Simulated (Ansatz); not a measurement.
MgTe:
Space group P6₃mc (No. 186); a = b = 4.5610 Å, c = 7.4113 Å, α = β = 90.00°, γ = 120.00°

| atom | site | symmetry | x | y | z |
|---|---|---|---|---|---|
| Mg | 2b | 3m. | 0.6667 | 0.3333 | 0.0010 |
| Te | 2b | 3m. | 0.3333 | 0.6667 | 0.1242 |

Relaxed with PBEsol. PBEsol (plane waves, PAW; program Ansatz) gives a gap of 2.39 eV.

What gap does HSE06 give on the same cell (Ansatz, PAW)?

3.37 eV, 0.98 eV more. The hybrid was solved on a coarser mesh and at special points; its gap is the smallest among all of these.

```csv
k,v1 PBEsol,c1 PBEsol,v1 HSE06,c1 HSE06
Γ,0.00,2.39,0.00,3.37
A,-0.28,3.41,-0.30,4.35
K,-1.40,3.42,(withheld),(withheld)
H,-0.63,3.84,(withheld),(withheld)
M,-0.46,3.08,(withheld),(withheld)
L,-0.90,3.15,(withheld),(withheld)
```

Top valence (v1) and lowest conduction level (c1) in eV from each method's valence maximum (which need not be a listed point): supply the withheld HSE06 values.


- H, v1 HSE06: -0.69
- H, c1 HSE06: 4.75
- M, v1 HSE06: -0.50
- M, c1 HSE06: 3.92
- K, v1 HSE06: -1.50
- K, c1 HSE06: 4.27
- L, v1 HSE06: -0.97
- L, c1 HSE06: 4.02

Cost on shared cores: the PBEsol run (SCF on a 7×7×4 mesh, then bands and DOS) roughly 70 core-seconds, the HSE06 run (SCF on 5×5×3, then a few points) around 4 core-minutes (rough); the tasks are unlike.

Space group P6_3mc (wurtzite). The cell was relaxed with PBEsol under the symmetry of its start. Scalar-relativistic: spin–orbit coupling is off unless named, which matters more the heavier the elements.

Potentials: the later of the program's two PAW sets.
